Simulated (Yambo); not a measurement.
G0W0@PBEsol for KPSO3H2 (space group Cm, No. 8) in Yambo. Reference settings: 2×2×2 Γ-centred k mesh, 171 bands and a 7 Ry block in the screening, 171 bands in G with the Bruneval-Gonze terminator, plasmon pole fitted at 27.2 eV. The PBEsol gap (0, 0, -0.5) → Γ on this mesh is 4.43 eV; G0W0 gaps are taken between the same points.

The settings were changed. The gap went from 7.13 eV to 7.07 eV, and the shift of the valence edge from -1.74 eV to -1.49 eV.

Problem. Name the change that produced these shifts.
(A) pole fitted at 55 eV
(B) 65 bands in G, no terminator
(C) 110 bands in G, no terminator
(D) 3 Ry block

Solution. C, 110 bands in G, no terminator. The others gave (gap, valence shift): pole fitted at 55 eV: 7.18, -1.83 eV; 65 bands in G, no terminator: 7.02, -1.22 eV; 3 Ry block: 6.83, -1.48 eV.

Geometry of the Materials Project entry, not relaxed at this level; primitive cell a = b = 4.582 Å, c = 6.017 Å, α = β = 103.05°, γ = 88.15°.

A shift is the quasiparticle energy of the state minus its PBEsol energy.
